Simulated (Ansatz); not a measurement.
SiC:
```xyz
2
Lattice="0.0000 2.1645 2.1645 2.1645 0.0000 2.1645 2.1645 2.1645 0.0000" Properties=species:S:1:pos:R:3 pbc="T T T"
Si     3.2468     3.2468     3.2468
C      0.0000     0.0000     0.0000
```

Relaxed with LDA. Special points in fractions of this cell's reciprocal vectors: Γ (0.000, 0.000, 0.000); X (0.500, 0.000, 0.500); U (0.625, 0.250, 0.625); K (0.375, 0.375, 0.750); L (0.500, 0.500, 0.500); W (0.500, 0.250, 0.750).

Problem. List the band energies nearest the valence-band maximum at these points for the program Ansatz at the LDA level (PAW).

Solution. In eV from the valence-band maximum; about four levels below and three above (degenerate sets whole), none deeper than 8.9 eV; … stands for higher levels left out; points with the same levels are listed once.

| k | below | above |
|---|---|---|
| Γ | 0.00 0.00 0.00 | 6.50 … |
| X | -7.88 -3.24 -3.24 | 1.30 4.27 … |
| U | -7.33 -5.67 -2.63 | 3.06 7.77 … |
| L | -8.67 -1.06 -1.06 | 5.56 … |
| W | -7.07 -5.11 -4.79 | 5.17 9.52 … |

Space group F-43m (zinc blende). Symmetry was held in the LDA relaxation; phonons on a q-mesh show no instability.

Potentials: the earlier of the program's two PAW sets.
